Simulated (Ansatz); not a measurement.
With r²SCAN in the plane-wave PAW code Ansatz, AlN in the cubic phase (Pm-3n; Al on 6d, N on 6c) relaxes to a = 5.328 Å. Against the elements it lies at -1.49 eV/atom, with no fitted shifts.

It is gapped at this level: 3.01 eV (direct). The valence maximum lies at Γ and the conduction minimum at Γ. HSE06 on the same cell gives 3.95 eV. Electrons at the band edge weigh 0.33 mₑ (isotropic).

An equation-of-state fit gives a bulk modulus of 170 GPa. The relaxed-ion elastic constants in GPa are C11 = 369, C12 = 71.2, C44 = 52.8. The elastic constants imply a Debye temperature near 783 K. Bader charges are Al +2.49, N -2.49 e.

The start of the workflow was typed in or built on a structure type; neither database checked (COD, Materials Project) lists it. It is not the phase usual at ambient conditions (space group No. 186, 216). Symmetry was held in the r²SCAN relaxation; its stability against distortions is not shown here. The references are the lowest solids computed at this level, not always the standard phases (solids in place of the gases).

Potentials: the earlier of the program's two PAW sets.
